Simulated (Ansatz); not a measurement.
A geometry of CsPbBr3 away from equilibrium: step 2 of the relaxation of a relaxed CsPbBr3 cell shaken by Gaussian noise of σ = 0.08 Å a coordinate. Method: r2SCAN (plane waves to 500 eV, PAW, scalar-relativistic; Ansatz, a quantum-chemistry and plane-wave program). Γ-centred k-mesh 4×4×3 on the run's cell (coarser than for final values), Fermi–Dirac smearing 0.05 eV.

```xyz
10
Lattice="8.0026 0.0083 -0.0276 -3.9941 6.9257 0.0234 -0.0255 0.0102 7.3855" Properties=species:S:1:pos:R:3:forces:R:3 pbc="T T T" free_energy=-51985.320 pressure_GPa=0.0
Cs    -0.0130     4.8185     5.4576   -0.0370   -0.0891   -0.0190
Cs     3.9997     2.3063     1.7275   -0.0361    0.0173   -0.0171
Pb    -0.0637    -0.0320    -0.0968    0.1794    0.0158    0.1880
Pb    -0.0648     0.0471     3.6131    0.1342   -0.0715    0.0199
Br    -0.1346     2.3860     1.7934    0.0530    0.0086   -0.0038
Br     1.8939     5.7394     1.8128   -0.0243   -0.0371    0.0139
Br    -1.9221     5.7120     1.9999   -0.1504    0.1127   -0.0680
Br     3.9161     4.5360     5.5172    0.0123    0.0162   -0.0503
Br     2.0229     1.2316     5.5582   -0.0789   -0.0303   -0.0438
Br     5.8628     1.1921     5.5586   -0.0530    0.0568   -0.0203
```

Positions in Å, forces in eV/Å, free energy of the cell in eV (comparable only within this code, potentials and settings). Largest force: 0.26 eV/Å, on Pb3 (atoms numbered as listed); the geometry lies 0.01 eV/atom above the end of its relaxation.

No spin polarisation in the result.

The end of the path is a generated cell of CsPbBr3: the first start was made by placing the elements on the sites of a structure type, and the end was not matched to a known phase here, so it may be hypothetical. Known forms of CsPbBr3 include space group No. 62, 221.
